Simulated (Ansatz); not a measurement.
Relaxed InSb (zinc blende):

```
InSb
1.0
    0.00000     6.63495     6.63495
    3.31748     0.00000     3.31748
    3.31748     3.31748     0.00000
Sb In
2 2
Cartesian
  4.97621   4.97621   4.97621
  4.97621   8.29369   8.29369
  0.00000   0.00000   0.00000
  3.31748   6.63495   3.31748
```

A phonon eigenvector at L = (0.5, 0.0, 0.0) is frozen into this cell: atom i moves by Q times the vector below, so Q is the largest atomic displacement, in Å. The cell is held. (q is in reciprocal vectors of the primitive cell; the cell shown is doubled to hold the pattern.)

```csv
atom,x,y,z
Sb1,-0.546,0.546,0.546
Sb2,0.546,-0.546,-0.546
In3,0.577,-0.577,-0.577
In4,-0.577,0.577,0.577
```

Level of theory: PBE (plane waves to 420 eV, PAW, scalar-relativistic; Ansatz, a first-principles code). k mesh 6×12×12 (Γ-centred), Fermi-Dirac smearing 0.05 eV. Energies are smeared free energies. With partly filled bands, energies and forces of such displacements shift with the k mesh and the smearing. At this level the bands of InSb touch or barely overlap; measurements give the solid a gap. InSb was relaxed with its symmetry unable to fall. Spin-orbit coupling is left out, though Sb is heavy. The PAW data are Ansatz's earlier set. The zero of ΔE is the undisplaced structure. The last digit holds for this mesh only.

```json
[
 {"Q (Å)": "-0.1000", "ΔE (meV/cell)": "withheld"},
 {"Q (Å)": "-0.0833", "ΔE (meV/cell)": "123.1"},
 {"Q (Å)": "-0.0667", "ΔE (meV/cell)": "78.2"},
 {"Q (Å)": "-0.0500", "ΔE (meV/cell)": "43.7"},
 {"Q (Å)": "-0.0333", "ΔE (meV/cell)": "19.3"},
 {"Q (Å)": "-0.0167", "ΔE (meV/cell)": "4.8"},
 {"Q (Å)": "0.0000", "ΔE (meV/cell)": "0.0"},
 {"Q (Å)": "0.0167", "ΔE (meV/cell)": "4.8"},
 {"Q (Å)": "0.0333", "ΔE (meV/cell)": "19.3"},
 {"Q (Å)": "0.0500", "ΔE (meV/cell)": "43.7"},
 {"Q (Å)": "0.0667", "ΔE (meV/cell)": "78.2"},
 {"Q (Å)": "0.0833", "ΔE (meV/cell)": "123.1"},
 {"Q (Å)": "0.1000", "ΔE (meV/cell)": "withheld"}
]
```

### Question
Fit an even polynomial form (powers 2, 4) to the given rows and predict ΔE at Q = 0.1000.

### Answer
Least squares on the 11 given rows: ΔE = (17310)·Q² + (61170)·Q⁴, in meV/cell with Q in Å; root-mean-square residual 0.03 meV/cell. At 0.1000 the fit gives 179.2 meV/cell; the calculation gives 179.0 meV/cell, so the extrapolation is off by 0.2 (+0.1 %). The quadratic term alone would give 173.1 meV/cell.

(For displaced atoms, the force is minus the slope of the energy, and its curvature is a force constant, which sets phonon frequencies.)
